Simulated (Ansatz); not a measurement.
Relaxed-ion elastic tensor of Au (hcp (Mg type), P6_3/mmc) in GPa (Voigt order), r²SCAN in the plane-wave PAW code Ansatz; density 18.60 g/cm³, 17.59 Å³ per atom.

```
     1    2    3     4     5     6
-  ---  ---  ---  ----  ----  ----
1  185  145  124   0.0   0.0   0.0
2  145  185  124   0.0   0.0   0.0
3  124  124  199   0.0   0.0   0.0
4  0.0  0.0  0.0  21.4   0.0   0.0
5  0.0  0.0  0.0   0.0  21.4   0.0
6  0.0  0.0  0.0   0.0   0.0  20.3
```

**Question.** Is the crystal mechanically stable?

**Answer.** Yes: the smallest eigenvalue of C is 20.3 GPa.

**Question.** Work out the Voigt, Reuss and Hill averages.

**Answer.** K_V = 151, K_R = 151, K_H = 151; G_V = 24.4, G_R = 22.9, G_H = 23.6 GPa.

**Question.** Give Young's modulus, Poisson's ratio, Pugh's ratio and the universal anisotropy index.

**Answer.** E = 9KG/(3K + G) = 67.4 GPa; ν = 0.43; K/G = 6.38 (ductile by the Pugh limit of 1.75); A_U = 5G_V/G_R + K_V/K_R − 6 = 0.32.

**Question.** Estimate the sound speeds and the Debye temperature.

**Answer.** v_l = √((K + 4G/3)/ρ) = 3130 m/s, v_t = √(G/ρ) = 1130 m/s, mean 1280 m/s; Θ = (h/k)(3n/4πV)^(1/3) v_m = 147 K.

**Question.** Solve the Christoffel equation for the three sound speeds along x, y, z.

**Answer.** Eigenvalues of C_ijkl n_j n_l equal ρv². In km/s, slowest first: x 1.04, 1.07, 3.16; y 1.04, 1.07, 3.16; z 1.07, 1.07, 3.27.

**Question.** How much does each axis shrink under pressure?

**Answer.** Linear compressibilities β_i = Σ_j S_ij (j = 1 to 3): x 2.1, y 2.1, z 2.3 per TPa.

The workflow started from an entry of the Crystallography Open Database (COD), which files this formula under 2 space groups. It is not the phase usual at ambient conditions (space group No. 225). The r²SCAN relaxation kept the symmetry of its start; its stability against distortions is not shown here. As this level gives no gap, shear constants depend on the k-mesh and smearing (Fermi–Dirac, 0.1 eV here). On the denser mesh and wider smearing of the elastic run this cell carries a stress of 0.5 GPa. Spin–orbit coupling is left out wherever it is not named.

Potentials: the earlier of the program's two PAW sets. The files were generated under PBE; for other functionals the program regenerates the frozen cores, and for LDA and PBEsol the local potential too.
